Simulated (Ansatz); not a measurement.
# What DFT gives for AgB$_{2}$Ru$_{3}$

```xyz
6
Lattice="5.3461 0.0000 0.0000 -2.6731 4.6299 0.0000 0.0000 0.0000 2.9690" Properties=species:S:1:pos:R:3 pbc="T T T"
Ru    2.6731    0.0000    1.4845
Ru    1.3365    2.3149    1.4845
Ru   -1.3365    2.3149    1.4845
B    -0.0003    3.0867    0.0000
B     2.6728    1.5431    0.0000
Ag    0.0000    0.0000    0.0000
```

Method: HSE06, no spin polarisation; PAW, plane waves to 420 eV, 6×6×6 Γ-centred mesh, gaussian occupations (width 0.0233 eV) (Ansatz 0.2.0), atoms fixed.

(1) Are the atoms at rest?

(2) Is the cell too large or too small?

(3) What happens at the Fermi level?

(4) Give the Bader charges.

Origin: a known structure type with other elements, at an estimated volume, so it need not be a known compound. Caveats: many states at the Fermi level without spin polarisation, so a magnetic state may lie lower; the k mesh is coarse if the cell is a metal; the exchange threshold is loose for a stress; the SCF threshold is loose for a stress.

Results:

(1) The forces vanish by the symmetry of the sites.

(2) The pressure is 3.3 GPa (compression positive), so with the atoms held at these fractions the cell would first expand. The principal stresses -4.0, 6.9, 6.9 GPa differ, so its shape would change too.

(3) It is a metal, with about 4 states/eV a cell as the mean within 0.25 eV of the Fermi level, mostly Ru d (80 %).

(4) Bader charges in e: Ag +0.22, B -0.08, Ru -0.02. In the mean Ag gives up most and B takes most.
